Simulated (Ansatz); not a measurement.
A relaxed cell of Mg2MoH is given with its symmetry left out. The cell was found from a structure generator's guess, not taken from experiment.

Computed with DFT PBE, scalar-relativistic, plane waves, PAW (Ansatz 0.2.0). Cutoff 420 eV, Γ-centred mesh, Gaussian smearing, no spin polarisation.

```
CELL_PARAMETERS angstrom
2.96131 0.00000 0.00000
-1.48066 2.56457 0.00000
0.00000 0.00000 7.56468
ATOMIC_POSITIONS crystal
Mg 0.33333 0.66667 0.80349
Mg 0.66667 0.33333 0.19651
H 0.00000 0.00000 0.00000
Mo 0.00000 0.00000 0.50000
```

The zero of energy is the elements' standard structures at the same level (H₂ as a molecule); no fitted shifts are applied.

(1) What space group does it have?

(2) How far does it lie from the elements in energy?

(3) Is it a metal?

(4) From what recipe could a structure generator have reached it?

Answers

(1) P-3m1 (No. 164). Conventional cell: a = 2.961 Å, c = 7.565 Å. Around Mg lie 3 H at 2.27 Å, 3 Mo at 2.86 Å and 6 Mg at 2.96 Å; around H lie 6 Mg at 2.27 Å; Mo has 6 Mg at 2.86 Å and 6 Mo at 2.96 Å.

(2) +0.33 eV/atom. It can't be a ground state, since the elements alone are lower.

(3) Yes, bands cross the Fermi level on the 18×18×6 mesh.

(4) One such recipe: close-packed metal layers stacked AB, next cell at A, with sites between them filled layer by layer (P-3m1, No. 164). Other recipes can lead to the same cell.

The last run used an 18×18×6 mesh (in the run's order of axes) for its 4-atom cell and Gaussian smearing of 0.10 eV. With hydrogen, zero-point motion can shift formation energies by some tens of meV/atom. Symmetry constrained the relaxation, so the result can be a saddle point.
